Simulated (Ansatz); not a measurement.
In3Se: clamped-ion strain scan

Method: Ansatz, DFT PBE+D3(BJ), scalar-relativistic, plane waves, PAW. The runs took a 420 eV cutoff, a Γ-centred 10×10×10 mesh and Gaussian smearing (0.15 eV). No spin polarisation. Energies are free energies at this smearing, counted from the undisturbed cell; pressure is positive in compression.

Zero of the scan (relaxed at this level; it needn't be the usual structure):

```
In Se
1.0
     4.70090    0.00000    0.00000
     0.00000    4.70090    0.00000
     0.00000    0.00000    4.70090
In Se
3 1
Direct
  0.00000 0.50000 0.50000
  0.50000 0.00000 0.50000
  0.50000 0.50000 0.00000
  0.00000 0.00000 0.00000
```

The cell is strained by ε times the Voigt pattern (1, 0, 0, 0, 0, 0) (xx, yy, zz, yz, xz, xy; engineering shear) with fractional coordinates fixed. The cell is metallic on the mesh throughout.

| ε | ΔE (meV/atom) |
| --- | --- |
| -0.0600 | 13.6 |
| -0.0450 | 7.4 |
| -0.0300 | 3.2 |
| -0.0150 | 0.8 |
| 0.0000 | 0.0 |
| 0.0150 | 0.6 |
| 0.0300 | 2.6 |
| 0.0450 | 6.1 |
| 0.0600 | 11.0 |

Predict the pressure (GPa) at each point.

```csv
ε,pressure (GPa)
-0.0600,2.9
-0.0450,2.1
-0.0300,1.3
-0.0150,0.7
0.0000,0.0
0.0150,-0.5
0.0300,-1.1
0.0450,-1.5
0.0600,-2.0
```